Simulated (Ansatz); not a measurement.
Nb$_{2}$AlB$_{2}$:
```xyz
5
Lattice="1.5672 -5.7926 0.0000 1.5672 5.7926 0.0000 0.0000 0.0000 3.2858" Properties=species:S:1:pos:R:3 pbc="T T T"
Al     0.0000     0.0000     0.0000
Nb     1.5672     1.6480     1.6429
Nb     1.5672    -1.6480     1.6429
B      1.5672     3.3541     0.0000
B      1.5672    -3.3541     0.0000
```

Relaxed with PBEsol. Special points in fractions of this cell's reciprocal vectors: Γ (0.000, 0.000, 0.000); Y (-0.500, 0.500, 0.000); C0 (-0.268, 0.732, 0.000); Σ0 (0.268, 0.268, 0.000); Z (0.000, 0.000, 0.500); A0 (0.268, 0.268, 0.500); E0 (-0.268, 0.732, 0.500); T (-0.500, 0.500, 0.500); S (0.000, 0.500, 0.000); R (0.000, 0.500, 0.500).

List the band energies nearest the Fermi level at these points for PBEsol in the plane-wave PAW code Ansatz.

In eV from the Fermi level; about four levels below and three above (degenerate sets whole), none deeper than 8.9 eV; points with the same levels are listed once.

| k | below | above |
|---|---|---|
| Γ | -3.47 -2.96 -2.94 -2.53 | 1.29 1.54 1.59 |
| Y | -3.56 -3.54 -3.13 -2.45 | 0.04 0.84 1.41 |
| C0 | -3.21 -3.13 -2.85 -2.33 | 0.66 1.27 1.36 |
| Z | -2.08 -0.66 -0.63 -0.63 | 0.40 2.06 2.32 |
| A0 | -4.44 -3.93 -3.27 -2.50 | 0.27 0.86 1.14 |
| T | -2.75 -0.33 -0.25 -0.14 | 2.22 3.19 3.39 |
| S | -3.21 -3.15 -2.94 -2.35 | 0.66 1.20 1.45 |
| R | -4.26 -4.11 -3.16 -2.48 | 0.18 0.86 1.21 |

Space group Cmmm. The start of the workflow was typed in or built on a structure type; neither database checked (COD, Materials Project) lists it. Whether it is the stable phase at ambient conditions was not checked. The PBEsol relaxation kept the symmetry of its start; whether a distortion lowers the energy is not shown. No spin polarisation was allowed. Scalar-relativistic: spin–orbit coupling is off unless named, which matters more the heavier the elements.

Potentials: the later of the program's two PAW sets.
